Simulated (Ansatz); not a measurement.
Sc2GeB2:
```cif
data_B2GeSc2
_chemical_formula_sum 'Sc2 Ge1 B2'
_space_group_name_H-M_alt 'P-6m2'
_space_group_IT_number 187
_space_group_name_Hall 'P -6 2'
_cell_length_a 3.14997
_cell_length_b 3.14997
_cell_length_c 7.81634
_cell_angle_alpha 90.000
_cell_angle_beta 90.000
_cell_angle_gamma 120.000
loop_
_atom_site_label
_atom_site_type_symbol
_atom_site_symmetry_multiplicity
_atom_site_Wyckoff_symbol
_atom_site_fract_x
_atom_site_fract_y
_atom_site_fract_z
_atom_site_occupancy
Sc1 Sc 2 h 0.33333 0.66667 0.28319 1
Ge1 Ge 1 a 0.00000 0.00000 0.00000 1
B1 B 1 b 0.00000 0.00000 0.50000 1
B2 B 1 f 0.66667 0.33333 0.50000 1
```

Relaxed with PBEsol.

Which orbitals make up the states near the Fermi level in DFT-PBEsol in the program Ansatz with PAW potentials?

Within 0.5 eV of the Fermi level: Sc 3d 70 %, Ge 4p 13 %, B 2p 10 %. Projections are on Löwdin-orthogonalised atomic valence shells; empty p or d shells of many metals are not among them.

Tabulate the density of states.

States/eV per cell of 5 atoms, in 0.25 eV bins, energy from the Fermi level.

| E (eV) | total | Sc 3d | B 2p | Ge 4p |
|---|---|---|---|---|
| -7.85 | 0.89 | 0.13 | 0.14 | 0.08 |
| -7.60 | 0.82 | 0.12 | 0.09 | 0.07 |
| -7.35 | 1.03 | 0.15 | 0.14 | 0.07 |
| -7.10 | 0.96 | 0.13 | 0.20 | 0.05 |
| -6.85 | 1.39 | 0.19 | 0.40 | 0.03 |
| -6.60 | 1.20 | 0.15 | 0.37 | 0.02 |
| -6.35 | 0.85 | 0.12 | 0.33 | 0.01 |
| -6.10 | 0.52 | 0.08 | 0.28 | 0.00 |
| -5.85 | 0.47 | 0.08 | 0.26 | 0.00 |
| -5.60 | 0.44 | 0.07 | 0.24 | 0.00 |
| -5.35 | 0.51 | 0.08 | 0.27 | 0.02 |
| -5.10 | 0.71 | 0.10 | 0.42 | 0.03 |
| -4.85 | 0.90 | 0.12 | 0.55 | 0.04 |
| -4.60 | 1.02 | 0.14 | 0.62 | 0.05 |
| -4.35 | 1.15 | 0.16 | 0.70 | 0.07 |
| -4.10 | 1.16 | 0.18 | 0.68 | 0.12 |
| -3.85 | 1.46 | 0.22 | 0.62 | 0.43 |
| -3.60 | 1.72 | 0.27 | 0.87 | 0.34 |
| -3.35 | 2.00 | 0.33 | 0.91 | 0.51 |
| -3.10 | 2.53 | 0.45 | 1.08 | 0.69 |
| -2.85 | 2.85 | 0.54 | 1.36 | 0.70 |
| -2.60 | 1.80 | 0.35 | 0.89 | 0.38 |
| -2.35 | 1.73 | 0.36 | 0.81 | 0.38 |
| -2.10 | 3.30 | 0.73 | 1.34 | 0.90 |
| -1.85 | 4.52 | 1.29 | 1.56 | 1.35 |
| -1.60 | 3.80 | 1.34 | 0.94 | 1.29 |
| -1.35 | 1.85 | 0.65 | 0.51 | 0.59 |
| -1.10 | 1.58 | 0.62 | 0.46 | 0.41 |
| -0.85 | 2.33 | 1.07 | 0.55 | 0.58 |
| -0.60 | 2.10 | 1.11 | 0.39 | 0.46 |
| -0.35 | 2.26 | 1.44 | 0.27 | 0.38 |
| -0.10 | 3.08 | 2.20 | 0.27 | 0.38 |
| 0.15 | 2.38 | 1.74 | 0.19 | 0.26 |
| 0.40 | 1.67 | 1.24 | 0.14 | 0.17 |
| 0.65 | 1.54 | 1.17 | 0.11 | 0.15 |
| 0.90 | 1.37 | 1.03 | 0.09 | 0.15 |
| 1.15 | 1.28 | 0.94 | 0.09 | 0.18 |
| 1.40 | 1.29 | 0.90 | 0.09 | 0.23 |
| 1.65 | 1.83 | 1.21 | 0.13 | 0.39 |
| 1.90 | 2.48 | 1.72 | 0.17 | 0.47 |
| 2.15 | 3.41 | 2.53 | 0.24 | 0.49 |
| 2.40 | 3.59 | 2.82 | 0.21 | 0.37 |
| 2.65 | 3.40 | 2.64 | 0.16 | 0.19 |
| 2.90 | 3.22 | 2.51 | 0.13 | 0.27 |
| 3.15 | 4.19 | 3.29 | 0.13 | 0.30 |
| 3.40 | 4.27 | 3.44 | 0.14 | 0.26 |
| 3.65 | 3.63 | 2.74 | 0.22 | 0.32 |
| 3.90 | 3.23 | 2.37 | 0.30 | 0.26 |
| 4.15 | 3.06 | 2.34 | 0.32 | 0.17 |
| 4.40 | 5.74 | 4.24 | 0.60 | 0.31 |
| 4.65 | 6.74 | 5.14 | 0.66 | 0.44 |
| 4.90 | 5.75 | 4.41 | 0.54 | 0.41 |

The start of the workflow was typed in or built on a structure type; neither database checked (COD, Materials Project) lists it. Whether it is the stable phase at ambient conditions was not checked. The cell was relaxed with PBEsol under the symmetry of its start; its stability against distortions is not shown here. The run is not spin-polarised. Scalar-relativistic: spin–orbit coupling is off unless named, which matters more the heavier the elements.

Potentials: the earlier of the program's two PAW sets. The files were generated under PBE; for other functionals the program regenerates the frozen cores, and for LDA and PBEsol the local potential too.
